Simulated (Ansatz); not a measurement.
## NiSn3: which magnetic state is lowest?

These are results of DFT PBEsol, scalar-relativistic, plane waves, PAW (Ansatz), not measurements.

```
CELL_PARAMETERS angstrom
4.40871 0.00000 0.00000
0.00000 4.40871 0.00000
0.00000 0.00000 4.40871
ATOMIC_POSITIONS crystal
Sn 0.00000 0.50000 0.50000
Sn 0.50000 0.00000 0.50000
Sn 0.50000 0.50000 0.00000
Ni 0.00000 0.00000 0.00000
```

- plane-wave cutoff: 420 eV
- Γ-centred k-mesh: 10×10×10
- occupation rule: Gaussian smearing, 0.1 eV
- list of starting moments (μB, in atom order): 0 0 0 2.5
- check for lower electronic states after the SCF: off

All runs keep this geometry, which stands near equilibrium for the lowest state (largest force there 0.000 eV/Å, pressure 0.0 GPa) and needn't be a stable compound; relaxing each order can shift differences of a few meV. A propagation vector, in units of the reciprocal vectors, doubles the cell, which takes an equally dense mesh. Site moments are spin moments in atom-centred spheres that scale with the neighbour distance. The states are those that the runs reached from these starts; a lower one can exist.

| start | ends | energy above lowest (meV/atom) | site moments (μB) | gap on mesh (eV) | P (GPa) |
| --- | --- | --- | --- | --- | --- |
| no spin | non-magnetic | 0.00 | none over 0.05 | metal | 0.0 |
| large parallel starting moments | non-magnetic | 0.00 | none over 0.05 | metal | 0.0 |
| antiferromagnetic, doubled cell, propagation vector (0, 0, 1/2) | non-magnetic | 0.00 | none over 0.05 | metal | 0.0 |

Cost: 3 runs of about 3.1 core-minutes in all, on Arm Neoverse V2 (shared hosts).